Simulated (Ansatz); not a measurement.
Ti2C in space group Fd-3m (No. 227; Ti on 32e, C on 16d), the program Ansatz at the PBEsol level (PAW), all energies at zero smearing, with the estimated change up to a 700 eV cutoff added, with one set of potentials and settings (totals compare only within such a set). Cell of 12 atoms (8 Ti, 4 C): -20786.614 eV.

| element | reference phase | E (eV/atom) |
|---|---|---|
| Ti | P6/mmm, 3 atoms in the cell | -2473.9163 |
| C | P6_3/mmc, 4 atoms in the cell | -246.6953 |

Formation energy per atom, worked out: (-20786.614 − 8×(-2473.9163) − 4×(-246.6953))/12 = -0.709 eV/atom (-68 kJ per mol of atoms), at 0 K, without zero-point energy or fitted corrections.

The first step of the workflow began from a Materials Project structure, measured or hypothetical; the Crystallography Open Database copy checked does not list it. Its standing as an ambient phase is unchecked. The cell was relaxed with PBEsol under the symmetry of its start; its stability against distortions is not shown here. No spin polarisation was allowed. The references are the lowest solids computed at this level, not always the standard phases.

Potentials: the earlier of the program's two PAW sets. The files were generated under PBE; for other functionals the program regenerates the frozen cores, and for LDA and PBEsol the local potential too.
